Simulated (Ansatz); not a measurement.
## Equation of state of Te₄Mo₃

A database entry relaxed whole under r2SCAN (R-3):

```
Te Mo
1.0
     5.18453    2.99329    3.96200
    -5.18453    2.99329    3.96200
     0.00000   -5.98658    3.96200
Te Mo
8 6
Direct
  0.28620 0.28620 0.28620
  0.71380 0.71380 0.71380
  0.88453 0.61731 0.23719
  0.23719 0.88453 0.61731
  0.61731 0.23719 0.88453
  0.11547 0.38269 0.76281
  0.76281 0.11547 0.38269
  0.38269 0.76281 0.11547
  0.95398 0.25102 0.08229
  0.08229 0.95398 0.25102
  0.25102 0.08229 0.95398
  0.04602 0.74898 0.91771
  0.91771 0.04602 0.74898
  0.74898 0.91771 0.04602
```

The cell was scaled uniformly, its shape held, and the atoms relaxed at each volume with plane-wave PAW DFT (Ansatz 0.2.0; r2SCAN, 500 eV, 5×5×5 Γ-centred mesh, fermi-dirac occupations of width 0.100 eV; no spin, no spin-orbit coupling). One row is withheld.

| volume (Å³/atom) | energy over the lowest (meV/atom) | pressure (GPa) |
| --- | --- | --- |
| 24.770 | 13.3 | 2.78 |
| 25.297 | ? | ? |
| 25.824 | 1.5 | 0.80 |
| 26.351 | 0.0 | 0.00 |
| 26.878 | 0.9 | -0.67 |
| 27.405 | 3.8 | -1.25 |
| 27.932 | 8.6 | -1.75 |

Task: Fit the pressures of the other rows to the third-order Birch-Murnaghan form.

Result: With f = [(V₀/V)^(2/3) − 1]/2 and P = 3B₀f(1 + 2f)^(5/2)[1 + 3(B₀′ − 4)f/2], least squares gives V₀ = 26.35 Å³ an atom, B₀ = 36.6 GPa and B₀′ = 6.6; the rows miss the fit by less than 0.01 GPa. The slope of the energies differs from these pressures by 0.08 GPa, since they are taken to zero smearing while pressures follow the free energy.

Task: What does the withheld row hold?

Result: The fit gives 1.71 GPa at 25.297 Å³; the run gave 1.72 GPa and 5.8 meV an atom.

Caveats: the shape of the cell was held, so B₀ is an upper bound where the axes differ in stiffness; 0 K, fixed nuclei; the symmetry was kept, and this need not be the phase that is stable at 0 K; one mesh for all volumes; the relaxed cell lies far from the entry, by an error of the functional or of the entry; pressure is positive in compression.
